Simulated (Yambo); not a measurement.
```xyz
12
Lattice="6.1011 0.0000 0.0000 0.0000 3.9234 0.0000 0.0000 0.0000 7.8328" Properties=species:S:1:pos:R:3 pbc="T T T"
H      0.0000     0.0413     7.3168
H      0.0000     3.8821     3.4004
H      3.0506     3.4331     3.9089
H      3.0506     0.4903     7.8253
Li     1.5243     1.9493     1.9466
Li     4.5768     1.9741     5.8630
Li     4.5768     1.9493     1.9466
Li     1.5243     1.9741     5.8630
S      0.0000     0.0124     5.9748
S      0.0000     3.9111     2.0585
S      3.0506     2.0911     3.9132
S      3.0506     1.8324     7.8296
```

LiHS (space group Pmc2_1, No. 26): mean Im ε in 1 eV windows above the direct gap of 5.80 eV, for different electron-hole kernels (Yambo, broadening 0.15 eV, norm-conserving PBEsol (Quantum ESPRESSO, 74 Ry, no spin-orbit coupling) bands; 4×4×2 mesh, 12 valence and 20 conduction bands, static screening with 89 bands and a 3 Ry block, scissor 2.44 eV, Tamm-Dancoff; field along x).

| window (eV) | independent quasiparticles | RPA (no attraction) | BSE |
|---|---|---|---|
| 5.8 to 6.8 | 0.5 | 0.5 | 6.1 |
| 6.8 to 7.8 | 1.4 | 1.1 | 3.7 |
| 7.8 to 8.8 | 3.9 | 2.7 | 3.2 |
| 8.8 to 9.8 | 5.1 | 3.4 | 3.3 |
| 9.8 to 10.8 | 4.5 | 3.2 | 1.8 |
| 10.8 to 11.8 | 3.5 | 2.3 | 2.2 |

This run doesn't resolve bound excitons or single peaks, so only averages are given, and they too depend on the mesh; weight that the attraction moves below the gap isn't listed. All transitions below 13.74 eV are in the band window. The scissor comes from a G0W0 run whose convergence isn't established.

Geometry of the Materials Project entry, not relaxed at this level.
